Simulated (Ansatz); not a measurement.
Values for one crystal, relaxed and computed with plane-wave PAW LDA (Ansatz code); other levels are named.

| Property | Value |
|---|---|
| Volume per atom | 10.99 Å³ |
| Band gap | 2.40 eV (indirect) |
| Mechanical stability | stable (all eigenvalues of C positive) |
| Hill bulk and shear moduli | 170 and 109 GPa |
| Debye temperature from the elastic constants | 581 K |
| Smallest direct gap on the standard path | 2.65 eV |
| Valence-band maximum | at Z |

Question: Which compound is it?
(A) LiTaO3, P4/mbm (Li on 2c, Ta on 2a, O on 2b, O on 4g)
(B) HfO2, Pca2_1 (Hf on 4a, O on 4a, O on 4a)
(C) LiH, rock salt
(D) Ag2O, Pn-3m (Ag on 4c, O on 2a)

Answer: A, LiTaO3, P4/mbm (Li on 2c, Ta on 2a, O on 2b, O on 4g)

The first step of the workflow began from a Materials Project structure, measured or hypothetical; the Crystallography Open Database copy checked does not list it. It is not the phase usual at ambient conditions (space group No. 161). Symmetry was held in the LDA relaxation. At this level the phase is dynamically unstable (imaginary phonons). No spin polarisation was allowed. Spin–orbit coupling is left out wherever it is not named.

Potentials: the later of the program's two PAW sets.
